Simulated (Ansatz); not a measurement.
Input and command of a plane-wave DFT calculation in Ansatz:

```yaml
crystal:
  lattice:
    - [0.0, 2.6690625, 2.8059375]
    - [2.6690625, 0.0, 2.8059375]
    - [2.6690625, 2.6690625, 0.0]
  atoms:
    - { symbol: H, position: [0.0, 0.0, 0.0] }
    - { symbol: Cl, position: [0.5, 0.5, 0.5] }
basis:
  ecutwfc: 500
kpoints:
  mp_grid: { grid: [16, 16, 16] }
hamiltonian:
  xc: r2scan
scf:
  occupations: { method: gaussian, width: 0.15 }
output:
  forces: true
  stress: true
  eigenvalues: true
```

```bash
ansatz run input.yaml --threads 1 --pin off --max-ram 2560MiB --backend cpu --events-out ev --progress --plain --runs-dir out
```

Processor: Arm Neoverse V1, 1 thread, on a host shared with other jobs.

Question: Estimate time, memory and problem size.

Answer: About 15 s on 1 thread of Arm Neoverse V1, with other jobs on the host, peak memory 0.53 GiB. It solves 8 bands at 349 k points (the mesh reduced by symmetry) with about 1015 plane waves, in 8 SCF iterations.
